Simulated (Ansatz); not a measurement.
WS₂:
```
WS2
1.0
    1.58681     0.91614     6.27242
   -1.58681     0.91614     6.27242
    0.00000    -1.83228     6.27242
W S
1 2
Direct
  0.99933   0.99933   0.99933
  0.58309   0.58309   0.58309
  0.74888   0.74888   0.74888
```

Relaxed with r²SCAN+D4. Special points in fractions of this cell's reciprocal vectors: Γ (0.000, 0.000, 0.000); T (0.500, 0.500, 0.500); H2 (0.819, 0.181, 0.500); H0 (0.500, -0.181, 0.181); L (0.500, 0.000, 0.000); S0 (0.340, -0.340, 0.000); S2 (0.660, 0.000, 0.340); F (0.500, 0.000, 0.500).

### Question
List the band energies nearest the valence-band maximum at these points for DFT-r²SCAN+D4 in the program Ansatz with PAW potentials.

### Answer
In eV from the valence-band maximum; about four levels below and three above (degenerate sets whole), none deeper than 8.9 eV; points with the same levels are listed once.

| k | below | above |
|---|---|---|
| Γ | -2.46 -2.46 -1.75 -1.15 | 2.38 2.38 2.63 2.63 |
| T | -3.75 -3.75 -2.43 -2.43 0.00 | 2.45 2.45 2.52 2.52 |
| H2 | -4.81 -4.19 -3.16 -0.71 | 1.30 2.82 3.72 |
| L | -4.35 -2.70 -2.02 -1.74 | 2.38 2.73 3.90 |
| S0 | -4.82 -4.14 -3.19 -0.69 | 1.27 2.82 3.69 |
| F | -4.28 -3.23 -2.17 -1.59 | 2.34 2.86 3.49 |

Space group R3m. The first step of the workflow began from a Materials Project structure, measured or hypothetical; the Crystallography Open Database files this formula in space group No. 160, but the cells were not matched. It is not the phase usual at ambient conditions (space group No. 194). Symmetry was held in the r²SCAN+D4 relaxation; its stability against distortions is not shown here. No spin polarisation was allowed. Spin–orbit coupling is left out wherever it is not named.

Potentials: the earlier of the program's two PAW sets. The files were generated under PBE; for other functionals the program regenerates the frozen cores, and for LDA and PBEsol the local potential too.
